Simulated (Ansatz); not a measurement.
Computed with Ansatz 0.2.0, DFT, r2SCAN, plane waves (500 eV) with PAW, scalar-relativistic. (PAW data from PBE, frozen cores regenerated.)

An element in the dhcp structure gives this curve. The cell is scaled uniformly from the relaxed one, with fractional coordinates and shape fixed. Energies are extrapolated to zero smearing, pressures are those at the given smearing. Magnetic state: spin not included.

```tsv
V (Å³/atom)	E − E₀ (meV/atom)	P (GPa)
16.785	85.7	13.91
17.548	34.0	8.13
18.311	7.1	3.49
19.074	0.1	-0.22
19.837	8.9	-3.20
20.600	30.5	-5.61
21.363	62.5	-7.56
```

Q: Which element is it?
A. lithium
B. hafnium
C. arsenic
D. tungsten

A: C. Its fit is V₀ = 19.00 Å³/atom, B₀ = 85 GPa, B₀′ = 4.5.
